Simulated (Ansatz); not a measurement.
FeGe in space group I4/mmm (No. 139; Ge on 2a, Fe on 2b) at seven volumes, DFT-PBE in the program Ansatz with PAW potentials, shape and atoms relaxed at each. One row is withheld.

| V (Å³/atom) | P (GPa) |
|---|---|
| 13.453 | ? |
| 13.896 | 6.50 |
| 14.340 | 3.05 |
| 14.783 | 0.02 |
| 15.227 | -2.42 |
| 15.670 | -4.04 |
| 16.114 | -5.32 |

Question: Fit the shown pressures and predict the withheld one.

Answer: P = (3/2)B₀(x^(7/2) − x^(5/2))[1 + (3/4)(B′ − 4)(x − 1)] with x = (V₀/V)^(2/3). Least squares on the six rows gives V₀ = 14.783 Å³/atom, B₀ = 85.4 GPa, B′ = 7.17. At V = 13.453, x = 1.0649 and P = 11.22 GPa. The run itself gave 10.50 GPa.

The cell is a constructed one: a structure type filled with these elements; neither database checked (COD, Materials Project) lists it. COD files the formula under space group No. 198, so this cell is another polymorph or a model. Whether it is the stable phase at ambient conditions was not checked. Symmetry was held in the PBE relaxation, as lowered by the spin order; whether a distortion lowers the energy is not shown. The final state is antiferromagnetic, chosen from 3 collinear starts compared on coarse meshes (ties went to the first, and starts can fall back to one state), not a proven ground state.

Potentials: the later of the program's two PAW sets.
